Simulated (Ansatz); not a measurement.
The start is a generated cell, Cd placed in the fcc structure type. The structure is fully relaxed (lattice and positions, P = 0) with r2SCAN (plane waves to 500 eV, PAW, scalar-relativistic; Ansatz, a program for electronic structure). The first steps use a coarse 13×13×13 k-mesh.

Starting cell:
```
CELL_PARAMETERS angstrom
      0.00000     2.21082     2.21082
      2.21082     0.00000     2.21082
      2.21082     2.21082     0.00000
ATOMIC_POSITIONS crystal
  Cd 0.00000 0.00000 0.00000
```

**Question.** How much energy is released per atom?

**Answer.** Under 0.01 eV/atom.

**Question.** How does the volume per atom move from start to end?

**Answer.** +0.5 %, from 21.61 to 21.72 Å³/atom.

**Question.** What band gap does the relaxed structure have at this level?

**Answer.** Zero (metallic).

**Question.** What does it relax into? Give the structure.

**Answer.** 
```cif
data_Cd4
_chemical_formula_sum 'Cd4'
_space_group_name_H-M_alt 'Fm-3m'
_space_group_IT_number 225
_space_group_name_Hall '-F 4 2 3'
_cell_length_a 4.42906
_cell_length_b 4.42906
_cell_length_c 4.42906
_cell_angle_alpha 90.000
_cell_angle_beta 90.000
_cell_angle_gamma 90.000
loop_
_atom_site_label
_atom_site_type_symbol
_atom_site_symmetry_multiplicity
_atom_site_Wyckoff_symbol
_atom_site_fract_x
_atom_site_fract_y
_atom_site_fract_z
_atom_site_occupancy
Cd1 Cd 4 a 0.00000 0.00000 0.00000 1
```
(The calculation used a cell of 1 atom; values per cell refer to that cell.)

The space group stays Fm-3m (No. 225) (the run could not lower it); the end is fcc (Cu type), with 1 atom in the primitive cell. Final values are on a 18×18×18 k-mesh of the relaxed cell. No spin polarisation in the result.

The run could not lose the symmetry of its start, so the end can be a saddle point.

The relaxed structure here is a generated cell of Cd: the first start was made by placing the elements on the sites of a structure type, and the end was not matched to a known phase here, so it may be hypothetical. Known forms of Cd include space group No. 194.
